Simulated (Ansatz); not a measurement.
A geometry of K away from equilibrium: step 2 of the relaxation of a generated cell, K built in the AFLOW prototype A_hP3_152_a (A8, as in Se). All values below come from r2SCAN (plane waves to 500 eV, PAW, scalar-relativistic; Ansatz, a quantum-chemistry and plane-wave program). Γ-centred k-mesh 9×9×7 on the run's cell, Fermi–Dirac smearing 0.05 eV. The plane waves were selected for a different cell earlier on the path.

```yaml
crystal:
  lattice:
    - [5.82448, 0.00000, 0.00000]
    - [-2.91224, 5.04415, 0.00000]
    - [0.00000, 0.00000, 6.77015]
  atoms:
    - { symbol: K, position: [0.25577, 0.00000, 0.83333] }
    - { symbol: K, position: [0.00000, 0.25577, 0.16667] }
    - { symbol: K, position: [0.74423, 0.74423, 0.50000] }
```

**Question.** What forces act on the atoms (eV/Å)?

**Answer.** 
```csv
atom,Fx,Fy,Fz
K1,0.53,0.00,0.00
K2,-0.27,0.46,0.00
K3,-0.27,-0.46,0.00
```

The path ends in R-3m (No. 166) at a tolerance of 0.01 Å, Im-3m (No. 229) at 0.1 Å. No spin polarisation in the result.

The run could not lose the symmetry of its start, so the end can be a saddle point.

The end of the path is a generated cell of K: the first start was made by placing the elements on the sites of a structure type, and the end was not matched to a known phase here, so it may be hypothetical. Known forms of K include space group No. 229.
